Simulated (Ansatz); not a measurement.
## Magnetic states of iron, A15

Level of theory: DFT, PBEsol, plane waves (420 eV) with PAW, scalar-relativistic in Ansatz. (PAW data from PBE, frozen cores regenerated.)

Each start was relaxed and then solved on a dense mesh, with Fermi-Dirac smearing of 0.05 eV (0.1 eV in a metal without spin) extrapolated to zero. Rows within 2 meV/atom of each other tie.

(1) Where does each start end, and how do the energies compare? Starts: non-magnetic; ferromagnetic.

## Answers

(1) 
```tsv
start	ends	ΔE (meV/atom)	V (Å³/atom)
ferromagnetic	ferromagnetic, net 2.05 μB per atom	0.0	10.95
non-magnetic	spin not included	140.1	10.09
```
